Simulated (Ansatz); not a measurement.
Hg:
```
Hg
1.0
    0.00000     2.72784     5.74302
    1.70924     0.00000     5.74302
    1.70924     2.72784     0.00000
Hg
2
Direct
  0.86899   0.86899   0.13101
  0.13101   0.13101   0.86899
```

Relaxed with r²SCAN. Special points in fractions of this cell's reciprocal vectors: Γ (0.000, 0.000, 0.000); Y (0.500, 0.000, 0.500); T (1.000, 0.500, 0.500); Z (0.500, 0.500, 0.000); Σ0 (0.000, 0.370, 0.370); U0 (1.000, 0.630, 0.630); C0 (0.500, 0.174, 0.674); A0 (0.500, 0.826, 0.326); L (0.500, 0.500, 0.500).

**Question.** List the band energies nearest the Fermi level at these points for DFT-r²SCAN in the program Ansatz with PAW potentials.

**Answer.** In eV from the Fermi level; about four levels below and three above (degenerate sets whole), none deeper than 8.9 eV; points with the same levels are listed once.

```json
[
 {"k": "Γ", "below": "-6.43 -6.24 -2.40 -1.26", "above": "12.05 13.02 13.10"},
 {"k": "Y", "below": "-5.99 -5.83 -1.94 -0.97", "above": "2.17 2.82 3.07"},
 {"k": "T", "below": "-6.05 -5.96 -1.23 -1.06", "above": "0.46 0.95 6.28"},
 {"k": "Z", "below": "-6.45 -6.39 -6.34 -6.07", "above": "4.94 5.54 11.20"},
 {"k": "Σ0", "below": "-6.44 -6.04 -1.18 -0.66", "above": "2.02 2.41 2.41"},
 {"k": "C0", "below": "-6.47 -6.00 -1.66 -0.25", "above": "1.79 1.84 4.81"},
 {"k": "L", "below": "-6.13 -5.98 -2.33 -1.72", "above": "0.71 1.00 5.66"}
]
```

Space group Fmmm. The first step of the workflow began from a Materials Project structure, measured or hypothetical; the Crystallography Open Database copy checked does not list it. It is not the usual solid phase (space group No. 166). The cell was relaxed with r²SCAN under the symmetry of its start; its stability against distortions is not shown here. The substance is a gas or liquid at ambient conditions. Spin–orbit coupling is left out wherever it is not named.

Potentials: the later of the program's two PAW sets.
